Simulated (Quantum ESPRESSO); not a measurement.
**Kohn-Sham bands of RbBr (CsCl type)**

```
RbBr
1.0
    4.12608     0.00000     0.00000
    0.00000     4.12608     0.00000
    0.00000     0.00000     4.12608
Rb Br
1 1
Cartesian
  0.00000   0.00000   0.00000
  2.06304   2.06304   2.06304
```

Materials Project entry mp-23303; symmetrised, unrelaxed at this level. Not found in the COD (Crystallography Open Database) copy used, which has the formula in other groups; not checked further. Computed values, not measurements, from LDA: Quantum ESPRESSO (norm-conserving PseudoDojo potentials, cutoff 36 Ry, no spin polarisation, no spin-orbit coupling) on a Γ-centred 8×8×8 mesh, then Wannier90. Density: 8×8×8 mesh, cold smearing 0.01 Ry. Spin-orbit coupling, left out, would split the p-like bands by a few tenths of an eV.

Energies are relative to the valence-band maximum; weights are on the orthonormalised atomic waves of the pseudopotential files, averaged over the group. 16 electrons a cell are treated as valence.

Problem. Into which isolated groups do the bands fall, where do they lie and what are they made of?

Solution. 
| bands | from (eV) | to (eV) | filling | weight on atomic waves |
|---|---|---|---|---|
| 1 | -25.03 | -24.97 | filled | Rb 4s 98 % |
| 2 | -12.70 | -12.40 | filled | Br 4s 93 %, Rb 5s 5 % |
| 3–5 | -9.33 | -8.92 | filled | Rb 4p 98 % |
| 6–8 | -1.80 | 0.00 | filled | Br 4p 95 % |

The Kohn-Sham gap over both meshes and the path is 3.67 eV.
